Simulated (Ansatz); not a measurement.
**Energy landscape near a BaCuSeO structure**

Level of theory: DFT PBE, scalar-relativistic, plane waves, PAW (Ansatz).

Settings: cutoff 420 eV, Γ-centred mesh 8×8×4 on the computed 8-atom cell, Gaussian smearing of 0.10 eV; no spin polarisation.

Reference cell:

```yaml
crystal:
  lattice:
    - [4.30966, 0.00000, 0.00000]
    - [0.00000, 4.30966, 0.00000]
    - [0.00000, 0.00000, 9.78156]
  atoms:
    - { symbol: Ba, position: [0.00000, 0.50000, 0.64023] }
    - { symbol: Ba, position: [0.50000, 0.00000, 0.35977] }
    - { symbol: Cu, position: [0.50000, 0.50000, 0.00000] }
    - { symbol: Cu, position: [0.00000, 0.00000, 0.00000] }
    - { symbol: Se, position: [0.50000, 0.00000, 0.86968] }
    - { symbol: Se, position: [0.00000, 0.50000, 0.13032] }
    - { symbol: O, position: [0.50000, 0.50000, 0.50000] }
    - { symbol: O, position: [0.00000, 0.00000, 0.50000] }
```

Each variant moves atoms of this cell by the vectors given, if any (Å), and then applies a symmetric strain (tensor components, Cartesian axes). The reference cell isn't relaxed at this level. Energies are per atom at zero smearing, counted from the reference cell. Pressure is positive in compression.

1. strain (xx yy zz yz xz xy, %) -1.15 -1.15 4.85 0.00 0.00 0.00; moves: Ba1 (0.000, 0.000, 0.285); Ba2 (0.000, 0.000, -0.285); Se5 (0.000, 0.000, 0.093); Se6 (0.000, 0.000, -0.093)
2. strain (xx yy zz yz xz xy, %) 3.79 3.79 5.29 0.00 0.00 0.00; moves: Ba1 (0.000, 0.000, 0.226); Ba2 (0.000, 0.000, -0.226); Se5 (0.000, 0.000, 0.446); Se6 (0.000, 0.000, -0.446)
3. strain (xx yy zz yz xz xy, %) 4.17 4.17 5.67 0.00 0.00 0.00; moves: Ba1 (0.000, 0.000, 0.047); Ba2 (0.000, 0.000, 0.090); Cu3 (0.000, 0.000, 0.002); Cu4 (0.000, 0.000, 0.002); Se5 (0.000, 0.000, -0.028); Se6 (0.000, 0.000, 0.057); O7 (0.000, 0.000, -0.085); O8 (0.000, 0.000, -0.085)
4. strain (xx yy zz yz xz xy, %) 0.47 0.47 -5.53 0.00 0.00 0.00; moves: Ba1 (0.000, 0.000, -0.195); Ba2 (0.000, 0.000, 0.195); Se5 (0.000, 0.000, -0.047); Se6 (0.000, 0.000, 0.047)

The reference cell has pressure -1.31 GPa, largest force 0.516 eV/Å and gap none (metal).

```csv
result,ΔE (meV/atom),P (GPa),largest force (eV/Å)
A,235.1,-2.75,2.29
B,104.3,-6.25,1.71
C,38.2,3.68,1.69
D,123.9,-3.44,2.10
```

Q: Which variant gave which result?

A: A is 2, B is 3, C is 4, D is 1.

Spin-orbit coupling is left out, which matters for the bands of heavy elements. Spin polarisation was left out, and a magnetic state may lie lower.

Cost: 5 runs of about 5.5 core-minutes in all, on Intel Xeon Processor @ 2.70GHz (shared hosts).